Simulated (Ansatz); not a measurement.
BaTiO$_{3}$:
Space group P4mm (No. 99); a = 3.973 Å, b = 3.973 Å, c = 4.112 Å, α = 90.00°, β = 90.00°, γ = 90.00°

```
atom  site  symmetry       x       y       z
----  ----  --------  ------  ------  ------
Ba      1b       4mm  0.5000  0.5000  0.5850
Ti      1a       4mm  0.0000  0.0000  0.1030
O       2c      2mm.  0.0000  0.5000  0.0629
O       1a       4mm  0.0000  0.0000  0.5461
```

Relaxed with r²SCAN. DFT-r²SCAN in the program Ansatz with PAW potentials gives a gap of 2.23 eV.

**Question.** What gap does HSE06 give on the same cell (Ansatz, PAW)?

**Answer.** 3.31 eV, 1.08 eV more. The hybrid was solved on a coarser mesh and at special points; its gap is the smallest among all of these.

```csv
k,v1 r²SCAN,c1 r²SCAN,v1 HSE06,c1 HSE06
Γ,-0.47,2.23,-0.45,3.31
Z,-0.72,2.34,(withheld),(withheld)
M,-0.04,4.02,(withheld),(withheld)
A,0.00,4.51,(withheld),(withheld)
R,-0.38,3.93,-0.38,5.21
X,-1.17,2.79,(withheld),(withheld)
```

**Question.** Top valence (v1) and lowest conduction level (c1) in eV from each method's valence maximum (which need not be a listed point): supply the withheld HSE06 values.

**Answer.** 
- M, v1 HSE06: -0.04
- M, c1 HSE06: 5.30
- Z, v1 HSE06: -0.74
- Z, c1 HSE06: 3.44
- X, v1 HSE06: -1.22
- X, c1 HSE06: 3.91
- A, v1 HSE06: 0.00
- A, c1 HSE06: 5.86

Cost on shared cores: the r²SCAN run (SCF on a 7×7×7 mesh, then bands and DOS) about 120 core-seconds (a rough figure), the HSE06 run (SCF on 4×4×4, then a few points) around 2.7 core-minutes (rough); the tasks are unlike.

The r²SCAN relaxation kept the symmetry of its start. At this level the phase is dynamically unstable (imaginary phonons). No spin polarisation was allowed. Scalar-relativistic: spin–orbit coupling is off unless named, which matters more the heavier the elements.

Potentials: the earlier of the program's two PAW sets.
